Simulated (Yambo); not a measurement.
Yambo run on Ba2MgWO6 (space group Fm-3m, No. 225). The wavefunctions are PBEsol (pw.x of Quantum ESPRESSO, ONCV potentials, scalar-relativistic) ones on a 2×2×2 mesh (40 occupied bands); a = 5.8240 Å, b = 5.8240 Å, c = 5.8240 Å, α = 60.00°, β = 60.00°, γ = 60.00°.

Yambo input:

```
rim_cut
gw0
dyson
el_el_corr
HF_and_locXC
ppa
em1d
RandQpts= 1000000
RandGvec= 1 Ry
EXXRLvcs= 84 Ry
VXCRLvcs= 336 Ry
Chimod= "HARTREE"
% BndsRnXp
 3 | 214 |
%
NGsBlkXp= 7 Ry
% LongDrXp
 1.0 | 1.0 | 1.0 |
%
PPAPntXp= 27.2114 eV
% GbndRnge
 1 | 91 |
%
GTermKind= "BG"
DysSolver= "n"
ExtendOut
% QPkrange
 1 | 1 | 40 | 40 |
 3 | 3 | 40 | 41 |
%
```

k points by index: 1 = Γ, 3 = X.

Table of the .qp output:

```
#    K-point    Band    Eo [eV]    E [eV]    E-Eo [eV]    Vxc [eV]    Vnlxc [eV]    Sc|Eo [eV]    Sc|E [eV]    dSc/dw|Eo [eV]    Re(Z)    Im(Z)
#
    1    40    0.000000    -0.401266    -0.401266    -19.58570    -24.71101    4.610833    4.724053    -7.675602    0.779985    -0.001224
    3    40    -0.047671    -0.459237    -0.411566    -19.46073    -24.56262    4.574675    4.690324    -7.644187    0.780688    -0.001202
    3    41    2.734469    4.098891    1.364421    -16.24817    -10.77786    -3.811168    -4.105887    -5.877024    0.822381    -0.001699
```
(The two width columns are left out.) Convergence of these settings isn't established.

Spin-orbit coupling is not included.

Geometry of the Materials Project entry, not relaxed at this level.
